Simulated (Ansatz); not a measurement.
Given:

Ta3Ru:
```
CELL_PARAMETERS angstrom
      0.00000     3.19618     3.19618
      3.19618     0.00000     3.19618
      3.19618     3.19618     0.00000
ATOMIC_POSITIONS crystal
  Ta 0.25000 0.25000 0.25000
  Ta 0.75000 0.75000 0.75000
  Ta 0.50000 0.50000 0.50000
  Ru 0.00000 0.00000 0.00000
```

This is the PBEsol-relaxed structure.

Task: All from DFT-PBEsol in the program Ansatz with PAW potentials, unless another level is named. Estimate the highest zone-centre frequency.

Result: 189 cm^-1.

Task: And the Young's modulus?

Result: 250 GPa.

Task: Give the elastic constants (relaxed ions, GPa).

Result: C11 = 394, C12 = 167, C44 = 82.8.

Space group Fm-3m. The workflow started from a Materials Project entry (that database holds measured and hypothetical structures alike); the Crystallography Open Database copy checked does not list it. With Ta and Ru taken as one species the cell has the higher symmetry Im-3m, so it may be an ordered model of a mixed-site phase. Its standing as an ambient phase is unchecked. The cell was relaxed with PBEsol under the symmetry of its start; its stability against distortions is not shown here. No spin polarisation was allowed. As this level gives no gap, shear constants depend on the k-mesh and smearing (Fermi–Dirac, 0.1 eV here). As this level gives no gap, phonon frequencies hold no LO–TO term and depend on the k-mesh and smearing (Fermi–Dirac, 0.1 eV here). Scalar-relativistic: spin–orbit coupling is off unless named, which matters more the heavier the elements.

Potentials: the later of the program's two PAW sets.
